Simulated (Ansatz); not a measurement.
**Kick test of a cell of NaB4**

The cell was found from a structure generator's guess, not taken from experiment.

Computed with Ansatz 0.2.0, DFT PBE, scalar-relativistic, plane waves, PAW. Settings: cutoff 420 eV, Γ-centred mesh 12×10×8 on the computed 5-atom cell, Gaussian smearing of 0.10 eV; no spin polarisation.

The cell below (5 atoms, space group Pmmm (No. 47)) is relaxed within its symmetry.

```
Na B
1.0
     3.12854    0.00000    0.00000
     0.00000    4.10037    0.00000
     0.00000    0.00000    5.52908
Na B
1 4
Cartesian
  1.5643 2.0502 2.7645
  1.5643 0.0000 0.9246
  0.0000 0.0000 4.4766
  0.0000 0.0000 1.0525
  1.5643 0.0000 4.6045
```

For the test a repeat of it with 10 atoms (edges 3.13, 4.10, 11.06 Å) was strained at random (σ = 1.5 % a component), the atoms were moved at random (σ = 0.15 Å), and all was relaxed again on a coarse 8×6×2 mesh (in the run’s order of axes) with 0.20 eV smearing, with no symmetry imposed.

The cell is a metal run without spin; a magnetic state may lie lower.

Problem. What happens?

Solution. It doesn't return. The energy falls by 331 meV/atom on that mesh, the volume changes by -6.1 %, and the end has space group Pm (No. 6) at a loose tolerance. Relaxed again on a 12×10×4 mesh with 0.10 eV smearing, the new structure lies 335 meV/atom below the first (mesh in the axes of the run's cell; the cell below is made exact in the group named). Space group P1 (No. 1), triclinic, a = 3.221 Å, b = 3.710 Å, c = 11.080 Å, α = 90.0°, β = 90.4°, γ = 90.6°. Na on its first site is surrounded by 4 B at 2.75–2.79 Å, 4 B at 2.95–3.06 Å, 2 Na at 3.22 Å and 4 B at 3.29–3.45 Å; around Na on its second site lie 8 B at 2.78–2.97 Å, 2 Na at 3.22 Å and 4 B at 3.42–3.53 Å; B on its first site is surrounded by 4 B at 1.61–1.71 Å and 2 Na at 2.75–2.76 Å; B on its second site has 4 B at 1.61–1.72 Å and 2 Na at 2.78 Å; 6 more sites not described.

Space group P1 (No. 1). a = 3.221 Å, b = 3.710 Å, c = 11.080 Å, α = 90.00°, β = 90.39°, γ = 90.59°
```csv
atom,site,symmetry,x,y,z
Na,1a,1,0.5065,0.5001,0.7500
Na,1a,1,0.5364,0.4999,0.2500
B,1a,1,0.5892,0.0002,0.9325
B,1a,1,0.3969,0.9998,0.4320
B,1a,1,0.1502,0.9998,0.5690
B,1a,1,0.8422,0.0001,0.0690
B,1a,1,0.0895,0.9999,0.9307
B,1a,1,0.8964,0.0002,0.4307
B,1a,1,0.6497,0.0003,0.5678
B,1a,1,0.3428,0.9997,0.0683
```
